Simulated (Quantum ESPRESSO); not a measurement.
# W3Au2RhHfAl: input and log of a self-consistent run

A calculation, not a measurement. The program is pw.x of Quantum ESPRESSO 7.5 (plane-wave density functional theory). The cell is made up: eight metal atoms on a hexagonal close-packed lattice, with elements, volume, strain and displacements drawn at random and not relaxed, so it may be unstable or far from any real phase. PseudoDojo standard norm-conserving files set the functional (PBE unless stated); there is no spin polarisation or spin-orbit coupling, the Fermi-Dirac width of 0.25 eV means electrons at about 2900 K, and the masses in the input are unused placeholders. Heavy elements are run without spin-orbit coupling, which real alloys of them have. A spin test at this wide smearing found no moment, but such smearing suppresses magnetism that the real alloy may have.

Input:

```
&control calculation='scf', pseudo_dir='./dojo.nc.sr.pbe.v0_5.standard.upf', outdir='./o', disk_io='minimal', tprnfor=.true., tstress=.true. /
&system ibrav=0, nat=8, ntyp=5, nbnd=70, ecutwfc=87.97787729, nosym=.true., tot_charge=0,
 occupations='smearing', smearing='fd', degauss=0.0183746611
/
&electrons conv_thr=1.470e-08, electron_maxstep=70, mixing_beta=0.5 /
ATOMIC_SPECIES
Al 1.0 Al.upf
Au 1.0 Au.upf
Hf 1.0 Hf.upf
Rh 1.0 Rh.upf
W 1.0 W.upf
CELL_PARAMETERS angstrom
4.3689 -2.5509 0.0442
-2.9377 0.0381 -4.5872
2.9468 5.1609 -0.0469
ATOMIC_POSITIONS angstrom
W 0.046 0.0216 -0.0294
Au 1.665 2.5487 0.1124
Au 0.0951 1.8342 -2.3012
Rh 1.5075 4.3571 -2.2668
W 2.8916 -0.0961 0.0525
Hf 4.2246 2.5685 -0.1362
Al 1.5041 -0.9 -2.0874
W 2.9214 1.8069 -2.27
K_POINTS automatic
5 5 4 1 1 1
```

The log is shortened where brackets say so; the opening notice, blank lines, dates and the lines on written files are dropped, and the path of the files is cut. It prints rydbergs, bohrs and kilobars, and counts compression as positive stress. Its total energy is the free energy E - TS of the whole cell.

```
     Program PWSCF v.7.5
     Parallel version (MPI & OpenMP), running on       4 processor cores
     Number of MPI processes:                 4
     Threads/MPI process:                     1
     [start-up lines left out]
     bravais-lattice index     =            0
     lattice parameter (alat)  =       9.5607  a.u.
     unit-cell volume          =     928.4372 (a.u.)^3
     number of atoms/cell      =            8
     number of atomic types    =            5
     number of electrons       =       112.00
     number of Kohn-Sham states=           70
     kinetic-energy cutoff     =      87.9779  Ry
     charge density cutoff     =     351.9115  Ry
     scf convergence threshold =      1.5E-08
     mixing beta               =       0.5000
     number of iterations used =            8  plain     mixing
     Exchange-correlation= PBE
                           (   1   4   3   4   0   0   0)
     [axes and pseudopotential details left out]
   Cartesian axes
     site n.     atom                  positions (alat units)
         1        W      tau(   1) = (   0.0090922   0.0042694  -0.0058111  )
         2        Au     tau(   2) = (   0.3290981   0.5037672   0.0222166  )
         3        Au     tau(   3) = (   0.0187971   0.3625416  -0.4548472  )
         4        Rh     tau(   4) = (   0.2979672   0.8612092  -0.4480478  )
         5        W      tau(   5) = (   0.5715436  -0.0189948   0.0103770  )
         6        Hf     tau(   6) = (   0.8350197   0.5076808  -0.0269208  )
         7        Al     tau(   7) = (   0.2972952  -0.1778909  -0.4125882  )
         8        W      tau(   8) = (   0.5774337   0.3571456  -0.4486803  )
     number of k points=    50  Fermi-Dirac smearing, width (Ry)=  0.0184
                       cart. coord. in units 2pi/alat
        k(    1) = (   0.1412299   0.0400773  -0.2004038), wk =   0.0400000
        k(    2) = (   0.2487901   0.2231273  -0.2677663), wk =   0.0400000
     [further k points left out]
     Dense  grid:   103541 G-vectors     FFT dimensions: (  60,  64,  72)
     Estimated max dynamical RAM per process >     384.86 MB
     Estimated total dynamical RAM >       1.43 GB
     Initial potential from superposition of free atoms
     starting charge     111.9933, renormalised to     112.0000
     Starting wfcs are   74 randomized atomic wfcs
     total cpu time spent up to now is       10.4 secs
     per-process dynamical memory:   301.9 Mb
     Self-consistent Calculation
     iteration #  1     ecut=    87.98 Ry     beta= 0.50
     Davidson diagonalization with overlap
     ethr =  1.00E-02,  avg # of iterations =  3.0
     total cpu time spent up to now is       34.3 secs
     total energy              =   -1398.03204966 Ry
     estimated scf accuracy    <       3.26273795 Ry
     iteration #  2     ecut=    87.98 Ry     beta= 0.50
     Davidson diagonalization with overlap
     ethr =  2.91E-03,  avg # of iterations =  3.0
     total cpu time spent up to now is       60.1 secs
     total energy              =   -1398.91693402 Ry
     estimated scf accuracy    <       8.33006080 Ry
     iteration #  3     ecut=    87.98 Ry     beta= 0.50
     Davidson diagonalization with overlap
     ethr =  2.91E-03,  avg # of iterations =  2.0
     total cpu time spent up to now is       82.4 secs
     total energy              =   -1399.67965198 Ry
     estimated scf accuracy    <       1.72410272 Ry
     iteration #  4     ecut=    87.98 Ry     beta= 0.50
     Davidson diagonalization with overlap
     ethr =  1.54E-03,  avg # of iterations =  1.1
     total cpu time spent up to now is      101.7 secs
     total energy              =   -1399.81091905 Ry
     estimated scf accuracy    <       0.24745577 Ry
     iteration #  5     ecut=    87.98 Ry     beta= 0.50
     Davidson diagonalization with overlap
     ethr =  2.21E-04,  avg # of iterations =  3.6
     total cpu time spent up to now is      125.1 secs
     total energy              =   -1399.81700134 Ry
     estimated scf accuracy    <       0.20194988 Ry
     [iterations 6 to 11 left out]
     iteration # 12     ecut=    87.98 Ry     beta= 0.50
     Davidson diagonalization with overlap
     ethr =  6.90E-09,  avg # of iterations =  3.9
     total cpu time spent up to now is      278.3 secs
     total energy              =   -1399.84396218 Ry
     estimated scf accuracy    <       0.00000129 Ry
     iteration # 13     ecut=    87.98 Ry     beta= 0.50
     Davidson diagonalization with overlap
     ethr =  1.15E-09,  avg # of iterations =  2.0
     total cpu time spent up to now is      301.3 secs
     total energy              =   -1399.84396241 Ry
     estimated scf accuracy    <       0.00000086 Ry
     iteration # 14     ecut=    87.98 Ry     beta= 0.50
     Davidson diagonalization with overlap
     ethr =  7.64E-10,  avg # of iterations =  1.8
     total cpu time spent up to now is      321.2 secs
     total energy              =   -1399.84396253 Ry
     estimated scf accuracy    <       0.00000020 Ry
     iteration # 15     ecut=    87.98 Ry     beta= 0.50
     Davidson diagonalization with overlap
     ethr =  1.74E-10,  avg # of iterations =  1.9
     total cpu time spent up to now is      341.6 secs
     total energy              =   -1399.84396255 Ry
     estimated scf accuracy    <       0.00000003 Ry
     iteration # 16     ecut=    87.98 Ry     beta= 0.50
     Davidson diagonalization with overlap
     ethr =  2.74E-11,  avg # of iterations =  2.0
     total cpu time spent up to now is      362.3 secs
     End of self-consistent calculation
     [lines on levels left out]
!    total energy              =   -1399.84396256 Ry
     estimated scf accuracy    <          2.8E-09 Ry
     smearing contrib. (-TS)   =      -0.10552941 Ry
     internal energy E=F+TS    =   -1399.73843315 Ry
     The total energy is F=E-TS. E is the sum of the following terms:
     one-electron contribution =    -424.82227840 Ry
     hartree contribution      =     267.90565818 Ry
     xc contribution           =    -271.98542490 Ry
     ewald contribution        =    -970.83638803 Ry
     convergence has been achieved in  16 iterations
     Forces acting on atoms (cartesian axes, Ry/au):
     atom    1 type  5   force =    -0.02541509    0.03244988    0.03981328
     atom    2 type  2   force =    -0.12570507    0.01989630   -0.02147098
     atom    3 type  2   force =     0.00114257   -0.03659976    0.04707936
     atom    4 type  4   force =     0.02361194   -0.01113377   -0.01114350
     atom    5 type  5   force =    -0.00223053   -0.00235232    0.01317442
     atom    6 type  3   force =     0.12871932   -0.02863737    0.08296420
     atom    7 type  1   force =     0.00025215    0.02529691   -0.09694799
     atom    8 type  5   force =    -0.00037530    0.00108012   -0.05346878
     Total force =     0.248316     Total SCF correction =     0.000130
     Computing stress (Cartesian axis) and pressure
          total   stress  (Ry/bohr**3)                   (kbar)     P=      -15.17
  -0.00015193   0.00005917   0.00004390          -22.35        8.70        6.46
   0.00005917  -0.00051803   0.00008503            8.70      -76.21       12.51
   0.00004390   0.00008503   0.00036064            6.46       12.51       53.05
     init_run     :      9.71s CPU     10.04s WALL (       1 calls)
     electrons    :    345.30s CPU    351.91s WALL (       1 calls)
     forces       :      3.57s CPU      3.60s WALL (       1 calls)
     stress       :     12.74s CPU     13.01s WALL (       1 calls)
     [timing details left out]
     PWSCF        :   6m11.67s CPU   6m19.02s WALL
     JOB DONE.
```

In other units: free energy -19045.847 eV for the cell, pressure -1.52 GPa, largest force component 3.310 eV/Å in size. The run took 381 s of wall time with four MPI processes on a shared machine (Intel Xeon, older, virtual cores), so the time is rough. A rerun of this cell at a higher cutoff and on a denser mesh moved values by no more than 0.002 eV in energy, 0.03 GPa in stress and 0.007 eV/Å in force, and a second program with other atomic files agreed on that cell to 2 % rms in force and 0.5 GPa in pressure.